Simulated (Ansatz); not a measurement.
Al2Pt:
```
Al2Pt
1.0
    0.00000     2.95207     2.95207
    2.95207     0.00000     2.95207
    2.95207     2.95207     0.00000
Al Pt
2 1
Direct
  0.25000   0.25000   0.25000
  0.75000   0.75000   0.75000
  0.00000   0.00000   0.00000
```

Relaxed with r²SCAN. Special points in fractions of this cell's reciprocal vectors: Γ (0.000, 0.000, 0.000); X (0.500, 0.000, 0.500); U (0.625, 0.250, 0.625); K (0.375, 0.375, 0.750); L (0.500, 0.500, 0.500); W (0.500, 0.250, 0.750).

Task: List the band energies nearest the Fermi level at these points for r²SCAN (plane waves, PAW; program Ansatz).

Result: In eV from the Fermi level; about four levels below and three above (degenerate sets whole), none deeper than 8.9 eV; points with the same levels are listed once.

| k | below | above |
|---|---|---|
| Γ | -5.38 -5.38 -5.38 -3.97 -3.97 | 3.67 3.96 3.96 3.96 |
| X | -3.66 -3.43 -1.74 -1.74 | 3.54 3.70 8.41 |
| U | -3.89 -3.23 -2.14 -0.69 | 3.68 5.82 7.14 |
| L | -5.04 -5.04 -3.95 -3.71 -3.71 | 1.01 1.01 4.30 |
| W | -3.49 -2.95 -2.95 -0.96 | 5.61 5.61 6.61 |

Space group Fm-3m (fluorite or antifluorite type). Symmetry was held in the r²SCAN relaxation. No spin polarisation was allowed. Scalar-relativistic: spin–orbit coupling is off unless named, which matters more the heavier the elements.

Potentials: the later of the program's two PAW sets.
